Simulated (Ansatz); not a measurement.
FeS$_{2}$:
```yaml
crystal:
  lattice:
    - [4.36739, 0.00000, 0.00000]
    - [0.00000, 5.33321, 0.00000]
    - [0.00000, 0.00000, 3.34439]
  atoms:
    - { symbol: Fe, position: [0.00000, 0.00000, 0.00000] }
    - { symbol: Fe, position: [0.50000, 0.50000, 0.50000] }
    - { symbol: S, position: [0.20715, 0.37443, 0.00000] }
    - { symbol: S, position: [0.70715, 0.12557, 0.50000] }
    - { symbol: S, position: [0.29285, 0.87443, 0.50000] }
    - { symbol: S, position: [0.79285, 0.62557, 0.00000] }
```

This is the PBEsol-relaxed structure. Tensor components refer to the Cartesian frame of this cell.

All from DFT-PBEsol in the program Ansatz with PAW potentials, unless another level is named. Give the HSE06 gap on the PBEsol cell.

2.07 eV.

And the formation energy from the elements (no fitted shifts)?

-0.72 eV/atom.

And the valence-band maximum?

on the Γ–X line, 80 % of the way from Γ (k = 0.401, 0.000, 0.000).

What about the weight of the conduction-edge state by species (Voronoi cells)?

Fe 84 %, S 16 %.

And the conduction-band minimum?

at T (k = 0.000, 0.500, 0.500).

Space group Pnnm. The PBEsol relaxation kept the symmetry of its start. The workflow began spin-polarised and lost its moments. The references are the lowest solids computed at this level, not always the standard phases.

Potentials: the later of the program's two PAW sets.
